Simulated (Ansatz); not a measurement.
# Computed scan of one atom of the cell: MoS2 (2H-MoS2 type, space group P6_3/mmc)

Relaxed MoS2 (2H-MoS2 type, space group P6_3/mmc):

```xyz
6
Lattice="3.1089 0.0000 0.0000 -1.5545 2.6924 0.0000 0.0000 0.0000 11.7079" Properties=species:S:1:pos:R:3 pbc="T T T"
Mo     0.0000     1.7949     2.9270
Mo     1.5545     0.8975     8.7809
S      0.0000     1.7949     7.2177
S      1.5545     0.8975     1.3637
S      1.5545     0.8975     4.4903
S      0.0000     1.7949    10.3442
```

In each cell atom 3 (S, nearest neighbour Mo at 2.380 Å; its periodic images, 3.1 Å or more away, move with it) moves by s·(0.577, 0.577, 0.577) (along Cartesian [111]), the rest being held.

Calculation: PBEsol-D3(BJ) (plane waves to 420 eV, PAW, scalar-relativistic; Ansatz, an electronic-structure program). k mesh 10×10×3 (Γ-centred), Fermi-Dirac smearing 0.05 eV. Energies are smeared free energies. Compression counts positive. F∥ is the force on the atom along that direction. F⊥ is the part of the force across the line. MoS2 is run without spin polarisation. MoS2 was relaxed with its symmetry unable to fall. ΔE is measured from the undisplaced structure.

```json
[
 {"s (Å)": "-0.240", "ΔE (meV/cell)": "307", "F∥ (eV/Å)": "2.285", "P (GPa)": "-2.66", "|F⊥| (eV/Å)": "0.564"},
 {"s (Å)": "-0.192", "ΔE (meV/cell)": "205", "F∥ (eV/Å)": "1.957", "P (GPa)": "-2.29", "|F⊥| (eV/Å)": "0.493"},
 {"s (Å)": "-0.144", "ΔE (meV/cell)": "120", "F∥ (eV/Å)": "1.567", "P (GPa)": "-1.84", "|F⊥| (eV/Å)": "0.405"},
 {"s (Å)": "-0.096", "ΔE (meV/cell)": "56", "F∥ (eV/Å)": "1.113", "P (GPa)": "-1.32", "|F⊥| (eV/Å)": "0.296"},
 {"s (Å)": "-0.048", "ΔE (meV/cell)": "14", "F∥ (eV/Å)": "0.592", "P (GPa)": "-0.70", "|F⊥| (eV/Å)": "0.163"},
 {"s (Å)": "0.000", "ΔE (meV/cell)": "0", "F∥ (eV/Å)": "0.000", "P (GPa)": "0.00", "|F⊥| (eV/Å)": "0.000"},
 {"s (Å)": "0.048", "ΔE (meV/cell)": "16", "F∥ (eV/Å)": "-0.663", "P (GPa)": "0.81", "|F⊥| (eV/Å)": "0.197"},
 {"s (Å)": "0.096", "ΔE (meV/cell)": "65", "F∥ (eV/Å)": "-1.399", "P (GPa)": "1.73", "|F⊥| (eV/Å)": "0.435"},
 {"s (Å)": "0.144", "ΔE (meV/cell)": "151", "F∥ (eV/Å)": "-2.209", "P (GPa)": "2.77", "|F⊥| (eV/Å)": "0.720"},
 {"s (Å)": "0.192", "ΔE (meV/cell)": "278", "F∥ (eV/Å)": "-3.092", "P (GPa)": "3.93", "|F⊥| (eV/Å)": "1.057"},
 {"s (Å)": "0.240", "ΔE (meV/cell)": "449", "F∥ (eV/Å)": "-4.044", "P (GPa)": "5.22", "|F⊥| (eV/Å)": "1.454"}
]
```

Derived quantities:

Energy at s = 0.240 Å: 449 meV/cell
Force along the line at s = -0.240 Å: 2.29 eV/Å
Symmetry of the curve: not even: the positive side lies higher at ±0.240 Å
Shape of the curve: a single well with its minimum at or next to zero displacement
Force constant k = d²E/ds² at s = 0 (finite differences): 13.1 eV/Å²
Harmonic estimate at the end of the scan: ½ks² = 376 meV/cell against the computed 449 meV/cell, so the well is stiffer than harmonic there

(For displaced atoms, the force is minus the slope of the energy, and its curvature is a force constant, which sets phonon frequencies.)
